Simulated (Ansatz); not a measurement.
# Lattice vibrations of Zr3TiSi8 at Γ

Level of theory: Ansatz, DFT PBE, scalar-relativistic, plane waves, PAW. Plane waves to 420 eV; Γ-centred k mesh 6×10×10; Fermi-Dirac smearing of 0.15 eV. No spin polarisation. Phonons by linear response, acoustic sum rule imposed.

Relaxed structure:
```yaml
crystal:
  lattice:
    - [7.30627, 0.00000, 0.00000]
    - [0.00000, 1.83621, 7.26093]
    - [0.00000, -1.83621, 7.26093]
  atoms:
    - { symbol: Zr, position: [0.24856, 0.39421, 0.39421] }
    - { symbol: Zr, position: [0.75144, 0.39421, 0.39421] }
    - { symbol: Zr, position: [0.50000, 0.60349, 0.60349] }
    - { symbol: Ti, position: [0.00000, 0.60513, 0.60513] }
    - { symbol: Si, position: [0.00000, 0.94896, 0.94896] }
    - { symbol: Si, position: [0.50000, 0.94952, 0.94952] }
    - { symbol: Si, position: [0.24219, 0.05894, 0.05894] }
    - { symbol: Si, position: [0.75781, 0.05894, 0.05894] }
    - { symbol: Si, position: [0.24578, 0.74693, 0.74693] }
    - { symbol: Si, position: [0.75422, 0.74693, 0.74693] }
    - { symbol: Si, position: [0.00000, 0.24392, 0.24392] }
    - { symbol: Si, position: [0.50000, 0.24884, 0.24884] }
```

The structure comes from a generated guess, relaxed at this level; another structure or a mixture of phases may lie lower. In a metal, frequencies depend on the k mesh and the smearing, soft modes most.

Optical modes at Γ:
```
frequency (cm⁻¹)  degeneracy
             153           1
             160           1
             165           1
             176           1
             180           1
             181           1
             187           1
             189           1
             193           1
             206           1
             207           1
             232           1
             235           1
             235           1
             265           1
             268           1
             273           1
             275           1
             282           1
             290           1
             294           1
             298           1
             302           1
             309           1
             312           1
             316           1
             321           1
             330           1
             333           1
             342           1
             400           1
             419           1
             449           1
```

All 33 optical modes at Γ are real: no displacement of atoms at fixed cell lowers the energy to second order. Strains and modes at other wave vectors aren't tested by this run.
